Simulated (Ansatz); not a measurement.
Ag3SI:
Space group R3, hexagonal axes (No. 146); a = b = 6.807 Å, c = 8.282 Å, α = β = 90.00°, γ = 120.00°

| atom | site | symmetry | x | y | z |
|---|---|---|---|---|---|
| Ag | 9b | 1 | 0.3944 | 0.1245 | 0.1441 |
| S | 3a | 3. | 0.0000 | 0.0000 | 0.0456 |
| I | 3a | 3. | 0.0000 | 0.0000 | 0.4911 |
(The calculation used a cell of 5 atoms; values per cell refer to that cell.)

Relaxed with PBEsol. DFT-PBEsol in the program Ansatz with PAW potentials gives a gap of 0.51 eV.

Question: What gap does HSE06 give on the same cell (Ansatz, PAW)?

Answer: 1.51 eV, 1.00 eV more. The hybrid was solved on a coarser mesh and at special points; the gap given is the minimum over both.

Cost on shared cores: the PBEsol run (SCF on a 6×6×6 mesh, then bands and DOS) around 2.7 core-minutes (rough), the HSE06 run (SCF on 4×4×4, then a few points) very roughly 2.4 core-minutes; the tasks are unlike.

The workflow started from an entry of the Crystallography Open Database (COD), which files this formula under 2 space groups. Whether it is the stable phase at ambient conditions was not checked. Symmetry was held in the PBEsol relaxation; its stability against distortions is not shown here. No spin polarisation was allowed. Spin–orbit coupling is left out wherever it is not named.

Potentials: the later of the program's two PAW sets.
